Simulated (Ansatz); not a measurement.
A calculation with the code Ansatz. Plane-wave DFT: an element X is put into a periodic supercell of the crystal below and the atoms relax. X is one of the candidates, and is told by the neutral defect's formation energy over the elements (uncorrected), its moments where the run had spin, and its relaxed neighbours, eight at most.

```
cell
1.0
     0.0000    3.5065    3.5065
     3.5065    0.0000    3.5065
     3.5065    3.5065    0.0000
Ag Cu Yb
1 4 1
Direct
  0.2500 0.2500 0.2500
  0.6243 0.1271 0.6243
  0.6243 0.6243 0.1271
  0.6243 0.6243 0.6243
  0.1271 0.6243 0.6243
  0.0000 0.0000 0.0000
```

host atoms in supercell: 24
functional: PBEsol
wave cutoff: 420 eV
k mesh: 3, 3, 3
k shift: 0, 0, 0 mesh steps
gaussian smearing: 0.05 eV
start displacement: 0.03 angstrom
electrons started on: no chosen atoms
candidate elements: Sr, Ba, La, Eu, Gd, Lu
found formation energy: 0.664 eV
found moment change of cell: 6.67 muB
found absolute moment of cell: 7.27 muB
found largest move from host sites: 0.091 angstrom
found added atom moment: 6.61 muB

```
supercell vector  supercell times a (host cell vectors)  supercell times b (host cell vectors)  supercell times c (host cell vectors)
               A                                     -1                                      1                                      1
               B                                     -1                                      1                                     -1
               C                                     -1                                     -1                                      1
```

```csv
change element,change kind,change place a (host cell vectors),change place b (host cell vectors),change place c (host cell vectors)
X,on Ag,-0.75,0.25,0.25
```

| found neighbour element | found neighbour distance (angstrom) |
| --- | --- |
| Cu | 2.934 |
| Cu | 2.935 |
| Cu | 2.935 |
| Cu | 2.935 |
| Cu | 2.935 |
| Cu | 2.936 |
| Cu | 2.936 |
| Cu | 2.936 |

Q: Which element is X?

A: Eu.

Caveats: 4f shell without a U, which puts 4f levels too near the Fermi level; one random start near the defect, so other minima are possible; the supercell is small.
